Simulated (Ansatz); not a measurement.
An Ansatz input:

```yaml
crystal:
  lattice:
    - [-1.7784587594, 1.7784587594, 1.7784587594]
    - [1.7784587594, -1.7784587594, 1.7784587594]
    - [1.7784587594, 1.7784587594, -1.7784587594]
  atoms:
    - { symbol: Mg, position: [0.0, 0.0, 0.0] }
hamiltonian:
  xc: r2scan0
  pseudopotentials:
    kind: paw
    azcp:
      Mg: "pseudopotentials/Mg.paw.azcp"
basis:
  ecutwfc: 500
  fft_grid_basis: typed
kpoints:
  mp_grid: { grid: [6, 6, 6], shift: [0, 0, 0] }
magnetization:
  spin_polarized: false
scf:
  occupations: { method: fermi_dirac, width: 0.1 }
```

and its output:

```
Engine: ansatz 0.2.0, aarch64-unknown-linux-gnu
Pseudopotentials: kind: paw
Pseudopotential: Mg, paw, valence charge 10, recommended cutoff 500 eV (meta_gga) 
Functional definition: r2SCAN0
  parameter a = 0.25
  parameter k0 = 0.174
  parameter k1 = 0.065
  parameter a1 = 4.9479
  exchange = (1 - a)*r2scan_x(k0 = k0, k1 = k1, a1 = a1) + a*exact_x
  correlation = r2scan_c
Crystal: 1 atoms, lattice volume = 22.500 Å³
Basis set: ecut = 500 eV, 603 PW (Γ), exchange–correlation on 96×96×96 points (64 copies of the dense FFT grid, shifted against one another)
Bands: 9, of which v1, the nominal top of the filled ones, is band 5 counted from 1 (4 counted from 0)
Symmetry: 48 space group operations
Space group: Im-3m (ITA 229), of the structure as read, at distance tolerance 2.8e-5 Å
k-points: 16 of 216
Non-local potential: Mg, projectors of the file, l = 0: 3, l = 1: 2, l = 2: 1
PAW form: soft (Blöchl's): semilocal exchange-correlation on the pseudo side does not see the compensation charge
PAW frozen core: Mg, regenerated for the run's functional, and the local potential with it (the file was generated under x = pbe(κ = 0.804, μ = 0.2195149727645171), c = pbe(β = 0.06672455060314922))
PAW one-centre angular grid: Mg, 302 points (default); XC on 224 Gauss nodes
Initial density: superposition of atomic densities (neutral atoms: chi_scale 0, normalization atom), corrected by the library's trained network
Initial wavefunctions: pseudopotential atomic-orbital guess
Functional: x = r2scan, c = r2scan; τ floored in thin density (d = 2e-4 eV/Å³), warm-up for x = 0.75 r2scan + 0.25 exact, c = r2scan; τ floored in thin density (d = 2e-4 eV/Å³)
SCF iter   1: F=—  HF=-1926.385814 eV  |F-HF|=—  |Δ(HF+E_count)|=         —  Δρ=7.28e-3  dr2=3.69e-3  dr2_τ=3.19e-4  ethr=1.77e-3  ⟨swp⟩=9.0  Hψ=795  notcnv=0
SCF iter   2: F=—  HF=-1926.389646 eV  |F-HF|=—  |Δ(HF+E_count)|=   3.83e-3  Δρ=2.40e-3  dr2=5.53e-4  dr2_τ=1.74e-5  ethr=3.69e-5  ⟨swp⟩=3.1  Hψ=373  notcnv=0  defer=1
iter 3 solved again at ethr=2.90e-7 eV; its pass at ethr=5.53e-6 eV (dr2=2.90e-5 eV) is discarded
SCF iter   3: F=—  HF=-1926.389842 eV  |F-HF|=—  |Δ(HF+E_count)|=   1.95e-4  Δρ=3.89e-4  dr2=2.91e-5  dr2_τ=7.59e-7  ethr=2.90e-7  ⟨swp⟩=2.1  Hψ=542  notcnv=0  defer=1
SCF iter   4: F=—  HF=-1926.389856 eV  |F-HF|=—  |Δ(HF+E_count)|=   1.45e-5  Δρ=2.65e-5  dr2=1.42e-7  dr2_τ=2.61e-9  ethr=2.90e-7  ⟨swp⟩=2.1  Hψ=229  notcnv=0  defer=1
SCF iter   5: F=—  HF=-1926.389856 eV  |F-HF|=—  |Δ(HF+E_count)|=   2.81e-7  Δρ=3.67e-6  dr2=9.62e-10  dr2_τ=3.55e-10  ethr=1.42e-9  ⟨swp⟩=3.9  Hψ=308  notcnv=0  defer=1
SCF iter   6: F=-1926.389856 eV  HF=-1926.389856 eV  |F-HF|=1.05e-11  |Δ(HF+E_count)|=   3.23e-9  Δρ=3.25e-7  dr2=6.45e-12  dr2_τ=3.11e-12  ethr=9.62e-12  ⟨swp⟩=3.7  Hψ=314  notcnv=0
SCF 1 converged in 6 iterations: F = -1926.389856 eV  dr2 = 6.45e-12
Initial density: handed on by an earlier stage of this run
Initial wavefunctions: those handed on with the density
Functional: x = 0.75 r2scan + 0.25 exact, c = r2scan; τ floored in thin density (d = 2e-4 eV/Å³)
Frozen-core exchange: fock
iter 1 solved again at ethr=1.43e-6 eV; its pass at ethr=1.00e-1 eV (dr2=1.43e-4 eV) is discarded
SCF iter   1: F=—  HF=-1926.164532 eV  |F-HF|=—  |Δ(HF+E_count)|=         —  Δρ=1.26e-3  dr2=1.95e-4  dr2_τ=9.92e-6  ethr=1.43e-6  ⟨swp⟩=5.0  Hψ=840  notcnv=0
SCF iter   2: F=—  HF=-1926.164701 eV  |F-HF|=—  |Δ(HF+E_count)|=   1.69e-4  Δρ=4.75e-4  dr2=2.64e-5  dr2_τ=1.69e-6  ethr=1.43e-6  ⟨swp⟩=3.0  Hψ=292  notcnv=0
SCF iter   3: F=—  HF=-1926.164676 eV  |F-HF|=—  |Δ(HF+E_count)|=   2.47e-5  Δρ=1.17e-4  dr2=9.54e-7  dr2_τ=7.45e-8  ethr=2.64e-7  ⟨swp⟩=3.0  Hψ=310  notcnv=0
SCF iter   4: F=-1926.164675 eV  HF=-1926.164675 eV  |F-HF|=5.11e-9  |Δ(HF+E_count)|=   1.39e-6  Δρ=2.70e-5  dr2=3.13e-8  dr2_τ=1.24e-8  ethr=8.91e-9  ⟨swp⟩=3.1  Hψ=351  notcnv=0  defer=1
SCF 2 converged in 4 iterations: F = -1926.164675 eV  dr2 = 3.13e-8
hybrid outer 1: dexx = +3.660e-4 eV, tail = 1.14e-5 eV
Frozen-core exchange: fock
SCF iter   1: F=—  HF=-1926.164666 eV  |F-HF|=—  |Δ(HF+E_count)|=         —  Δρ=6.18e-5  dr2=2.39e-7  dr2_τ=2.32e-8  ethr=5.68e-7  ⟨swp⟩=3.0  Hψ=307  notcnv=0
SCF iter   2: F=-1926.164666 eV  HF=-1926.164666 eV  |F-HF|=3.76e-8  |Δ(HF+E_count)|=   1.94e-7  Δρ=2.11e-5  dr2=2.68e-8  dr2_τ=2.60e-9  ethr=2.35e-9  ⟨swp⟩=4.1  Hψ=344  notcnv=0
SCF 3 converged in 2 iterations: F = -1926.164666 eV  dr2 = 2.68e-8
hybrid outer 2: dexx = +4.448e-8 eV, tail = 1.58e-7 eV, Δε = 1.78e-3 eV (about 6.81e-4 eV left of the loop's levels)
hybrid SCF converged: 2 outer / 6 inner (+6 warm-up), last move |dexx| = 4.45e-8 eV, tail = 1.58e-7 eV
Stability not checked: this state was not tested for a lower state beside it, because the functional holds exact exchange (a hybrid, or Hartree-Fock), whose exchange loop this test does not read (fock_operator; see scf.lower_state_search)
Free energy (F): -1926.164666 eV
Frozen-core exchange: fock
Harris-Foulkes:  -1926.164666 eV  (|F-HF|=3.76e-8)
Internal energy: -1926.156751 eV  (E = F + TS)
E sigma→0 (E₀):  -1926.160709 eV
Entropy (-TS):   -0.007915 eV (-7.915 meV/atom)
Fermi energy:    6.123305 eV
--- Per-component energies (eV) ---
  E_band       = -403.671375
  E_kinetic    = 74.575241
  E_local      = -1613.568793  (includes V_loc(G=0)·N_el)
  E_nonlocal   = 95.272633
  E_hartree    = 576.619234
  E_xc         = -20.769294
  E_vxc        = -29.518434  (∫ρ·V_xc dr)
  E_exx        = -55.151225  (= α·E_x^exact, valence–valence)
  E_paw        = -246.436577  (= ΣΔE_a)
  E_vpaw       = 24.982199  (= ΣTr[D̂ρ^β])
  E_aug_tail   = -0.000001  (compensation charges beyond the density's cutoff)
  E_vtau       = 1.642303  (kinetic-family band-sum trace: ∫τ·v_τ [+ j·A + Jᵃ·Aᵃ] dr)
  E_ewald      = -736.644457
  E_core_change = -0.053512  (= ΣΔE_core)
  E_smearing   = -0.007915  (= −TS)
  E_closure    = -0.000000  (closes the sum)
  Σ components = -1926.164666   (vs F -1926.164666, Δ=0.00e0)
--- Band table (eV; the first three rows and the last of 16) ---
  k-point 0: bands = ["-78.1772", "-41.9282", "-41.9282", "-41.9282", "-2.9849", "20.6827", "20.6827"]
  k-point 1: bands = ["-78.1763", "-41.9373", "-41.9312", "-41.9281", "-2.2068", "15.7155", "18.5407"]
  k-point 2: bands = ["-78.1744", "-41.9554", "-41.9373", "-41.9279", "0.1234", "9.8223", "16.5806"]
  k-point 15: bands = ["-78.1708", "-41.9541", "-41.9541", "-41.9541", "10.7212", "10.7212", "10.7596"]
  guard bands above this table: 2 of the run's 9 bands. The solve was not asked for them (output.publish_guard_bands: true or output.eigenvalues: true publishes all)
```

Launched by

```sh
ansatz run input.yaml --threads 4 --pin off --max-ram 8192MiB --backend cpu --events-out ev --progress --plain --runs-dir out
```

On 4 threads of Arm Neoverse V2 (shared host) this took about 1.7 s of wall time and 4.8 s of CPU time, with 0.59 GiB at the peak.
